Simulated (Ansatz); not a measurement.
# BiRu: levels along high-symmetry lines

```xyz
2
Lattice="0.0000 2.7747 2.7747 2.7747 0.0000 2.7747 2.7747 2.7747 0.0000" Properties=species:S:1:pos:R:3 pbc="T T T"
Ru    0.0000    0.0000    0.0000
Bi    2.7747    2.7747    2.7747
```

Atom numbers follow the list: Ru1, Bi2.

The cell was built from the rocksalt type and relaxed in the same program, and has space group Fm-3m; it needn't be a known or the stable phase.

Spin polarisation is left out, and whether a magnetic state lies lower isn't shown here.

No spin–orbit coupling, which matters for the heavy atoms here.

All numbers below come from DFT, PBE, all-electron LAPW, scalar-relativistic in Ansatz 0.2.0.

Numerical set-up: a Γ-centred 10×10×10 k mesh, Fermi–Dirac smearing of 0.05 eV, basis error target 0.25 meV/atom, no spin polarisation.

Points in fractions of the reciprocal vectors of this cell: Γ (0, 0, 0), X (0.5, 0, 0.5), U (0.625, 0.25, 0.625), K (0.375, 0.375, 0.75), L (0.5, 0.5, 0.5), W (0.5, 0.25, 0.75). The path joins them by straight lines in the order Γ–X–U–K–Γ–L–W–X; legs that retrace an earlier one aren't tabulated. Energies are in eV from the Fermi level.

**Question.** Metal or insulator at this level of theory?

**Answer.** No gap opens: metallic or semimetallic.

**Question.** Tabulate bands 36 to 42, counted from the lowest band of the run, along the path.

**Answer.** 
| k (1/Å) | point | band 36 | band 37 | band 38 | band 39 | band 40 | band 41 | band 42 |
| --- | --- | --- | --- | --- | --- | --- | --- | --- |
| 0.00 | Γ | -1.51 | -1.51 | -1.19 | -1.19 | 2.07 | 2.07 | 2.07 |
| 0.28 |  | -1.66 | -1.62 | -1.62 | -1.14 | 1.80 | 2.01 | 2.01 |
| 0.57 |  | -1.98 | -1.69 | -1.69 | -1.01 | 1.49 | 1.49 | 1.79 |
| 0.85 |  | -2.27 | -1.39 | -1.39 | -0.87 | 0.48 | 0.48 | 1.45 |
| 1.13 | X | -2.38 | -0.83 | -0.83 | -0.81 | -0.39 | -0.39 | 0.66 |
| 1.23 |  | -2.48 | -1.37 | -0.95 | -0.40 | -0.37 | -0.22 | 0.65 |
| 1.33 |  | -2.81 | -1.85 | -1.11 | -0.44 | -0.29 | 0.43 | 0.63 |
| 1.43 |  | -3.34 | -2.26 | -1.13 | -0.50 | -0.17 | 0.59 | 1.13 |
| 1.53 | U | -3.91 | -2.60 | -1.04 | -0.58 | 0.00 | 0.53 | 1.85 |
| 1.71 |  | -3.73 | -2.89 | -0.82 | -0.59 | -0.05 | 0.68 | 1.68 |
| 1.88 |  | -3.56 | -3.11 | -0.67 | -0.51 | -0.20 | 1.05 | 1.19 |
| 2.05 |  | -3.73 | -2.89 | -0.82 | -0.59 | -0.05 | 0.68 | 1.68 |
| 2.23 | K | -3.91 | -2.60 | -1.04 | -0.58 | 0.00 | 0.53 | 1.85 |
| 2.53 |  | -3.41 | -3.13 | -0.88 | -0.67 | 0.42 | 0.74 | 4.08 |
| 2.83 |  | -2.89 | -2.67 | -1.20 | -0.82 | 0.52 | 1.56 | 5.24 |
| 3.13 |  | -1.98 | -1.89 | -1.43 | -1.19 | 0.95 | 2.01 | 3.39 |
| 3.43 | Γ | -1.51 | -1.51 | -1.19 | -1.19 | 2.07 | 2.07 | 2.07 |
| 3.67 |  | -1.75 | -1.75 | -1.35 | -1.35 | 0.86 | 2.71 | 2.71 |
| 3.92 |  | -2.54 | -2.54 | -1.14 | -1.14 | -0.03 | 3.95 | 3.95 |
| 4.16 |  | -3.12 | -3.12 | -0.90 | -0.90 | -0.17 | 4.90 | 5.11 |
| 4.41 | L | -3.33 | -3.33 | -0.78 | -0.78 | -0.15 | 4.43 | 5.71 |
| 4.61 |  | -3.36 | -3.26 | -0.80 | -0.77 | -0.18 | 3.54 | 4.51 |
| 4.81 |  | -3.44 | -3.12 | -0.76 | -0.75 | -0.22 | 2.16 | 2.74 |
| 5.01 |  | -3.56 | -3.11 | -0.67 | -0.51 | -0.20 | 1.05 | 1.19 |
| 5.21 | W | -3.62 | -3.49 | -0.39 | -0.21 | -0.21 | 0.35 | 0.46 |
| 5.35 |  | -3.29 | -3.26 | -0.39 | -0.28 | -0.24 | 0.28 | 0.52 |
| 5.49 |  | -2.91 | -2.63 | -0.46 | -0.39 | -0.30 | 0.12 | 0.59 |
| 5.63 |  | -2.55 | -1.74 | -0.70 | -0.39 | -0.37 | -0.19 | 0.65 |
| 5.77 | X | -2.38 | -0.83 | -0.83 | -0.81 | -0.39 | -0.39 | 0.66 |
